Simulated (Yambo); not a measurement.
# Optical response of Zn

```
Zn
1.0
    2.61436     0.00000     0.00000
   -1.30718     2.26410     0.00000
    0.00000     0.00000     4.87316
Zn
2
Direct
  0.33333   0.66667   0.25000
  0.66667   0.33333   0.75000
```

Yambo, RPA with local fields on PBEsol bands; 18×18×8 mesh, 53 bands, 4 Ry local-field block, 0.25 eV broadening; field along x.

```
E (eV)  Im ε  Im ε, independent particles
------  ----  ---------------------------
0.6     28.0                         28.2
1.2     28.6                         29.6
1.9     46.7                         47.9
2.5     28.9                         28.4
3.1     10.2                         9.86
3.8     6.64                         6.38
4.4     3.12                         2.90
5.0     1.97                         1.85
5.6     1.84                         1.64
6.2     0.96                         0.88
6.9     1.09                         1.00
7.5     0.99                         0.96
8.1     1.11                         1.10
8.8     1.27                         1.23
9.4     1.19                         1.21
10.0    1.25                         1.26
10.6    1.10                         1.12
11.2    0.94                         0.96
11.9    0.90                         0.91
12.5    0.78                         0.80
13.1    0.72                         0.74
13.8    0.69                         0.72
14.4    0.68                         0.71
15.0    0.71                         0.75
15.6    0.63                         0.68
16.2    0.63                         0.67
16.9    0.65                         0.70
17.5    0.71                         0.76
18.1    0.68                         0.73
18.8    0.59                         0.63
19.4    0.53                         0.56
20.0    0.43                         0.45
```

Only interband transitions are included: the Drude term is missing, so nothing below about 0.6 eV and no real part is shown. Peak heights and small wiggles depend on the k mesh.

Geometry of the Materials Project entry, not relaxed at this level.
